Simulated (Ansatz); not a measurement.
Given:

SrLi$_{2}$Ta$_{2}$O$_{7}$:
Space group I4/mmm (No. 139); a = b = 3.942 Å, c = 18.170 Å, α = β = γ = 90.00°

```
atom  site  symmetry       x       y       z
----  ----  --------  ------  ------  ------
Li      4d      -4m2  0.0000  0.5000  0.2500
Sr      2a     4/mmm  0.0000  0.0000  0.0000
Ta      4e       4mm  0.0000  0.0000  0.3853
O       2b     4/mmm  0.0000  0.0000  0.5000
O       8g      2mm.  0.0000  0.5000  0.1039
O       4e       4mm  0.0000  0.0000  0.2819
```
(The calculation used a cell of 12 atoms; values per cell refer to that cell.)

This is the PBEsol-relaxed structure.

Problem. All from the program Ansatz at the PBEsol level (PAW), unless another level is named. Predict the Bader charges.

Solution. Li +0.90, Sr +1.59, Ta +2.88, O -1.34 to -1.28 e.

Problem. Predict the electronic dielectric constant ε∞ (DFPT).

Solution. 4.77 (xx = yy), 4.34 (zz).

Problem. Next, the Born charges (a third of the trace)?

Solution. Li +1.14, Sr +2.42, Ta +7.37, O -3.02 to -2.26 e.

The first step of the workflow began from a Materials Project structure, measured or hypothetical; the Crystallography Open Database files this formula in space group No. 139, but the cells were not matched. Whether it is the stable phase at ambient conditions was not checked. The PBEsol relaxation kept the symmetry of its start; whether a distortion lowers the energy is not shown. The run is not spin-polarised. Spin–orbit coupling is left out wherever it is not named.

Potentials: the later of the program's two PAW sets.
